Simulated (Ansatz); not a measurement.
A geometry of TaSi$_{2}$ away from equilibrium: step 2 of the relaxation of a relaxed TaSi2 cell displaced along its unstable phonon at q = (½, 0, 0) of its primitive reciprocal cell (122i cm⁻¹), largest move 0.15 Å. These are PBE (plane waves to 420 eV, PAW, scalar-relativistic; Ansatz, a program for electronic structure) values and carry that method's errors. Γ-centred k-mesh 9×9×9 on the run's cell (coarser than for final values), Fermi–Dirac smearing 0.05 eV.

```xyz
6
Lattice="0.1079 6.0172 6.0172 3.0625 0.0000 3.0625 3.0625 3.0625 0.0000" Properties=species:S:1:pos:R:3:forces:R:3 pbc="T T T" free_energy=-22405.708 pressure_GPa=-1.5
Ta     0.1218    -0.1218    -0.1218    0.5397   -0.5397   -0.5397
Ta     2.9947     6.1930     3.1304   -0.5397    0.5397    0.5397
Si     1.4499     1.6126     1.6126   -0.1081    0.1081    0.1081
Si     1.7418     4.3833     4.3833    0.4572   -0.4572   -0.4572
Si     4.7291     4.4585     4.4585    0.1081   -0.1081   -0.1081
Si     4.5452     7.7050     7.7050   -0.4572    0.4572    0.4572
```

Positions in Å, forces in eV/Å, free energy of the cell in eV (comparable only within this code, potentials and settings). Largest force: 0.93 eV/Å, on Ta1, Ta2 (atoms numbered as listed); the geometry lies 0.22 eV/atom above the end of its relaxation.

No spin polarisation in the result.

The run could not lose the symmetry of its start: the end is stationary, and may be a saddle point rather than a minimum.

The end of the path is a generated cell of TaSi2: the first start was made by placing the elements on the sites of a structure type, and the end was not matched to a known phase here, so it may be hypothetical. Known forms of TaSi2 include space group No. 181.
